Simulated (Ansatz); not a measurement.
**Ge: energy along a strain**

Ge, Fd-3m, a = 5.658 Å (as given, not relaxed at this level: 0.7 GPa). Ansatz: PBEsol, PAW, 420 eV, Γ-centred 14×14×14 mesh on 2 atoms, Gaussian smearing 0.15 eV; no spin polarisation. Cell vectors (Å): 0.000 2.829 2.829; 2.829 0.000 2.829; 2.829 2.829 0.000. The cell is strained by x per cent times the pattern (1 -1 0 0 0 0) in the order xx yy zz yz xz xy (engineering shears), with fractional coordinates held. y is the free energy over the start, V0 = 22.636 Å³/atom. Symmetry makes y even in x.

```tsv
x (%)	y (meV/atom)
-2.00	4.04
-1.00	1.01
0.00	0.00
0.25	?
0.50	0.25
0.75	0.57
1.25	1.58
1.50	2.28
1.75	3.10
```

**Question.** Fit y = c2 x² + c4 x⁴ to the other rows, get the stiffness along the pattern, and predict the missing energy.

**Answer.** Least squares on the rows shown. y = 1.014 x² − 0.0008258 x⁴. The clamped-ion stiffness p·C·p = 2 × 10.14 eV × 160.2 / 22.636 Å³ = 144 GPa (second derivative at the start, which stands under stress). At x = 0.25 the fit asked for gives 0.06 meV/atom. The run gave 0.06 meV/atom, the same to the digits shown.